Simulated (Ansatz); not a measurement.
BAs (zinc blende)

```yaml
crystal:
  lattice:
    - [0.00000, 2.38386, 2.38386]
    - [2.38386, 0.00000, 2.38386]
    - [2.38386, 2.38386, 0.00000]
  atoms:
    - { symbol: As, position: [0.75000, 0.75000, 0.75000] }
    - { symbol: B, position: [0.00000, 0.00000, 0.00000] }
```

The slice is a {100} plane (indices of the conventional cell) through the point (0.750, 0.750, 0.750) (fractional), spanned by u = [100] and v = [0 1 -1] in vectors of this cell: u (3.37 Å) and v (3.37 Å, at 90° to u). It covers one period; positions are fractions (u, v).

Method: PBEsol (plane waves to 420 eV, PAW, scalar-relativistic; Ansatz, an electronic-structure program). k mesh 12×12×12. These are valence fields of a PAW run, semicore shells included where kept as valence: close to a nucleus they are smooth pseudo fields. BAs was relaxed with its symmetry unable to fall. The PAW data are Ansatz's earlier set.

Three fields on this plane, each scaled to ten steps between its own extremes (0 low, 9 high; the total valence density on a logarithmic scale, the potential cut 8 eV below its top; x marks points blanked near nuclei; v = 0 in the bottom row):

Map A
```
|xxxxxx035666530xxxxx|
|xxxxx00467776400xxxx|
|xxxxx01567776510xxxx|
|xxxx0046788876400xxx|
|xx00035788888753000x|
|00014578899988754100|
|23456789999999876543|
|55667889999999887665|
|66778899999999988776|
|66778899999999988776|
|66778899999999988776|
|55667889999999887665|
|23456789999999876543|
|00014578899988754100|
|xx00035788888753000x|
|xxxx0046788876400xxx|
|xxxxx01567776510xxxx|
|xxxxx00467776400xxxx|
|xxxxxx035666530xxxxx|
|xxxxxx025666520xxxxx|
```

Map B
```
|xxxxxx998656899xxxxx|
|xxxxx99875557899xxxx|
|xxxxx88764446788xxxx|
|xxxx8876432346788xxx|
|xx98875421112457889x|
|99987542110112457899|
|99876421000001246789|
|88764210000000124678|
|66543110000000113456|
|65542100000000012455|
|66543110000000113456|
|88764210000000124678|
|99876421000001246789|
|99987542110112457899|
|xx98875421112457889x|
|xxxx8876432346788xxx|
|xxxxx88764446788xxxx|
|xxxxx99875557899xxxx|
|xxxxxx998656899xxxxx|
|xxxxxx998666899xxxxx|
```

Map C
```
|xxxxxx755676557xxxxx|
|xxxxx96556665569xxxx|
|xxxxx74345554347xxxx|
|xxxx8422234322248xxx|
|xx97421112221112479x|
|87642100111110012467|
|65532100000000012355|
|65542110000000112455|
|76653210000000123566|
|77654210000000124567|
|76653210000000123566|
|65542110000000112455|
|65532100000000012355|
|87642100111110012467|
|xx97421112221112479x|
|xxxx8422234322248xxx|
|xxxxx74345554347xxxx|
|xxxxx96556665569xxxx|
|xxxxxx755676557xxxxx|
|xxxxxx866777668xxxxx|
```

Assign the maps to these fields: density of the lowest conduction band (whole band as if filled, smooth part); electron localisation function (ELF); electrostatic potential energy of an electron, from the cell's mean.

A is the electrostatic potential energy of an electron, from the cell's mean; B is the electron localisation function (ELF); C is the density of the lowest conduction band (whole band as if filled, smooth part).
